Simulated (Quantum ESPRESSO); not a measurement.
## Ga3ScAs3P (input and log of a self-consistent run)

A calculation, not a measurement. The program is pw.x of Quantum ESPRESSO 7.5 (plane-wave density functional theory). The cell is made up: 8 atoms on a zincblende/diamond lattice, with randomly drawn elements, strain and displacements, not relaxed. PseudoDojo standard norm-conserving files (v0.5 for PBE, v0.4.1 for LDA and PBEsol) set the functional; there is no spin polarisation, spin-orbit coupling or dispersion term, and the masses in the input are unused placeholders.

Input:

```
&control calculation='scf', pseudo_dir='./dojo.nc.sr.pbe.v0_5.standard.upf', outdir='./o', disk_io='medium', tprnfor=.true., tstress=.true. /
&system ibrav=0, nat=8, ntyp=4, nbnd=56, ecutwfc=84.00895049, nosym=.true., tot_charge=0,
 occupations='smearing', smearing='fd', degauss=0.0018374661
/
&electrons conv_thr=7.350e-09, electron_maxstep=60, /
ATOMIC_SPECIES
As 1.0 As.upf
Ga 1.0 Ga.upf
P 1.0 P.upf
Sc 1.0 Sc.upf
CELL_PARAMETERS angstrom
6.0124 -0.0482 0.0048
-0.0482 5.9473 -0.0481
0.0048 -0.0481 6.0142
ATOMIC_POSITIONS angstrom
Ga 0.0284 -0.0011 -0.0199
Ga 0.006 2.8982 2.9646
Ga 2.9599 -0.0096 3.0
Sc 2.9863 2.9271 0.0231
As 1.4799 1.4367 1.4976
As 1.5174 4.4239 4.546
As 4.5071 1.3757 4.5003
P 4.4518 4.4556 1.5265
K_POINTS automatic
4 4 4 1 1 1
```

The log is shortened where brackets say so; the opening notice, blank lines, dates and the lines on written files are dropped, and the path of the files is cut. It prints rydbergs, bohrs and kilobars, and counts compression as positive stress. With no partly filled state, the Fermi energy that it prints is only some level between the filled and the empty states on the mesh, and need not lie in the true gap.

```
     Program PWSCF v.7.5
     Parallel version (MPI & OpenMP), running on       1 processor cores
     Number of MPI processes:                 1
     Threads/MPI process:                     1
     [start-up lines left out]
     bravais-lattice index     =            0
     lattice parameter (alat)  =      11.3622  a.u.
     unit-cell volume          =    1451.0609 (a.u.)^3
     number of atoms/cell      =            8
     number of atomic types    =            4
     number of electrons       =       100.00
     number of Kohn-Sham states=           56
     kinetic-energy cutoff     =      84.0090  Ry
     charge density cutoff     =     336.0358  Ry
     scf convergence threshold =      7.3E-09
     mixing beta               =       0.7000
     number of iterations used =            8  plain     mixing
     Exchange-correlation= PBE
                           (   1   4   3   4   0   0   0)
     [axes and pseudopotential details left out]
   Cartesian axes
     site n.     atom                  positions (alat units)
         1        Ga     tau(   1) = (   0.0047234  -0.0001829  -0.0033097  )
         2        Ga     tau(   2) = (   0.0009979   0.4820215   0.4930650  )
         3        Ga     tau(   3) = (   0.4922833  -0.0015966   0.4989526  )
         4        Sc     tau(   4) = (   0.4966741   0.4868281   0.0038419  )
         5        As     tau(   5) = (   0.2461333   0.2389484   0.2490771  )
         6        As     tau(   6) = (   0.2523702   0.7357721   0.7560795  )
         7        As     tau(   7) = (   0.7496098   0.2288030   0.7484788  )
         8        P      tau(   8) = (   0.7404124   0.7410444   0.2538837  )
     number of k points=    32  Fermi-Dirac smearing, width (Ry)=  0.0018
                       cart. coord. in units 2pi/alat
        k(    1) = (   0.1259330   0.1284112   0.1258931), wk =   0.0625000
        k(    2) = (   0.1257496   0.1304312   0.3758427), wk =   0.0625000
     [further k points left out]
     Dense  grid:   150871 G-vectors     FFT dimensions: (  72,  72,  72)
     Estimated max dynamical RAM per process >     230.83 MB
     Initial potential from superposition of free atoms
     starting charge      99.9885, renormalised to     100.0000
     Starting wfcs are   68 randomized atomic wfcs
     total cpu time spent up to now is       22.4 secs
     per-process dynamical memory:   124.7 Mb
     Self-consistent Calculation
     iteration #  1     ecut=    84.01 Ry     beta= 0.70
     Davidson diagonalization with overlap
     ethr =  1.00E-02,  avg # of iterations =  2.5
     Threshold (ethr) on eigenvalues was too large:
     Diagonalizing with lowered threshold
     Davidson diagonalization with overlap
     ethr =  3.22E-04,  avg # of iterations =  4.2
     total cpu time spent up to now is      103.8 secs
     total energy              =   -1205.98506026 Ry
     estimated scf accuracy    <       0.32699581 Ry
     iteration #  2     ecut=    84.01 Ry     beta= 0.70
     Davidson diagonalization with overlap
     ethr =  3.27E-04,  avg # of iterations =  3.4
     total cpu time spent up to now is      142.5 secs
     total energy              =   -1206.04814485 Ry
     estimated scf accuracy    <       0.15943897 Ry
     iteration #  3     ecut=    84.01 Ry     beta= 0.70
     Davidson diagonalization with overlap
     ethr =  1.59E-04,  avg # of iterations =  2.6
     total cpu time spent up to now is      177.5 secs
     total energy              =   -1206.08177968 Ry
     estimated scf accuracy    <       0.01426099 Ry
     iteration #  4     ecut=    84.01 Ry     beta= 0.70
     Davidson diagonalization with overlap
     ethr =  1.43E-05,  avg # of iterations =  5.7
     total cpu time spent up to now is      219.4 secs
     total energy              =   -1206.08564301 Ry
     estimated scf accuracy    <       0.00675479 Ry
     iteration #  5     ecut=    84.01 Ry     beta= 0.70
     Davidson diagonalization with overlap
     ethr =  6.75E-06,  avg # of iterations =  6.6
     total cpu time spent up to now is      259.4 secs
     total energy              =   -1206.08669227 Ry
     estimated scf accuracy    <       0.00239348 Ry
     iteration #  6     ecut=    84.01 Ry     beta= 0.70
     Davidson diagonalization with overlap
     ethr =  2.39E-06,  avg # of iterations =  6.2
     total cpu time spent up to now is      296.4 secs
     total energy              =   -1206.08707523 Ry
     estimated scf accuracy    <       0.00014326 Ry
     iteration #  7     ecut=    84.01 Ry     beta= 0.70
     Davidson diagonalization with overlap
     ethr =  1.43E-07,  avg # of iterations =  3.9
     total cpu time spent up to now is      330.7 secs
     total energy              =   -1206.08710985 Ry
     estimated scf accuracy    <       0.00000963 Ry
     iteration #  8     ecut=    84.01 Ry     beta= 0.70
     Davidson diagonalization with overlap
     ethr =  9.63E-09,  avg # of iterations =  4.6
     total cpu time spent up to now is      374.1 secs
     total energy              =   -1206.08711262 Ry
     estimated scf accuracy    <       0.00000442 Ry
     iteration #  9     ecut=    84.01 Ry     beta= 0.70
     Davidson diagonalization with overlap
     ethr =  4.42E-09,  avg # of iterations =  2.1
     total cpu time spent up to now is      411.9 secs
     total energy              =   -1206.08711303 Ry
     estimated scf accuracy    <       0.00000054 Ry
     iteration # 10     ecut=    84.01 Ry     beta= 0.70
     Davidson diagonalization with overlap
     ethr =  5.41E-10,  avg # of iterations =  4.8
     total cpu time spent up to now is      484.1 secs
     total energy              =   -1206.08711322 Ry
     estimated scf accuracy    <       0.00000004 Ry
     iteration # 11     ecut=    84.01 Ry     beta= 0.70
     Davidson diagonalization with overlap
     ethr =  4.34E-11,  avg # of iterations =  3.9
     total cpu time spent up to now is      536.6 secs
     End of self-consistent calculation
          k = 0.1259 0.1284 0.1259 ( 18886 PWs)   bands (ev):
   -43.2485 -28.6513 -28.6508 -28.5775 -28.5740 -28.5598 -28.5324 -28.5310
   -28.5117 -28.5111 -28.4743 -28.4661 -28.4572 -28.4402 -28.4347 -28.4199
   -21.9063 -21.9003 -21.8684  -8.3867  -8.3726  -8.3552  -8.3387  -8.3322
    -8.3224  -8.3135  -8.3110  -8.3082  -8.3030  -8.2957  -8.2931  -8.2901
    -8.2824  -8.2745  -4.8466  -3.6193  -3.4781  -2.7617   0.3557   0.4845
     2.4626   3.8645   3.8870   4.2312   4.2683   4.6748   4.6973   5.0673
     5.5336   5.6462   7.0794   7.1703   7.2362   8.3108   8.4492   8.5830
     [levels at the other k points left out]
     the Fermi energy is     6.4153 ev
!    total energy              =   -1206.08711323 Ry
     estimated scf accuracy    <          4.4E-09 Ry
     smearing contrib. (-TS)   =      -0.00000000 Ry
     internal energy E=F+TS    =   -1206.08711323 Ry
     The total energy is F=E-TS. E is the sum of the following terms:
     one-electron contribution =    -723.43707688 Ry
     hartree contribution      =     414.07404447 Ry
     xc contribution           =    -288.14286647 Ry
     ewald contribution        =    -608.58121434 Ry
     convergence has been achieved in  11 iterations
     Forces acting on atoms (cartesian axes, Ry/au):
     atom    1 type  2   force =    -0.02184084   -0.01405545    0.00985440
     atom    2 type  2   force =    -0.01621256    0.02120338    0.00610533
     atom    3 type  2   force =     0.01541122   -0.01913434   -0.00000507
     atom    4 type  4   force =     0.02508394    0.01864553    0.00622075
     atom    5 type  1   force =    -0.01617678   -0.01458804    0.01790286
     atom    6 type  1   force =    -0.02220928    0.00930627   -0.03214053
     atom    7 type  1   force =     0.01744046   -0.00476512   -0.01229159
     atom    8 type  3   force =     0.01850385    0.00338777    0.00435384
     Total force =     0.079995     Total SCF correction =     0.000414
     Computing stress (Cartesian axis) and pressure
          total   stress  (Ry/bohr**3)                   (kbar)     P=      -40.87
  -0.00029950   0.00002634  -0.00002588          -44.06        3.87       -3.81
   0.00002634  -0.00024286   0.00002352            3.87      -35.73        3.46
  -0.00002588   0.00002352  -0.00029119           -3.81        3.46      -42.84
     init_run     :     20.79s CPU     22.19s WALL (       1 calls)
     electrons    :    495.88s CPU    514.28s WALL (       1 calls)
     forces       :      6.02s CPU      6.14s WALL (       1 calls)
     stress       :     22.80s CPU     23.65s WALL (       1 calls)
     [timing details left out]
     PWSCF        :   9m 5.83s CPU   9m27.48s WALL
     JOB DONE.
```

In other units: free energy -16409.651 eV for the cell, pressure -4.09 GPa, largest force component 0.826 eV/Å. A rerun of this cell at 1437 eV and a 6 x 6 x 6 mesh moved values by no more than 0.007 eV in energy, 0.02 GPa in stress and 0.004 eV/Å in force.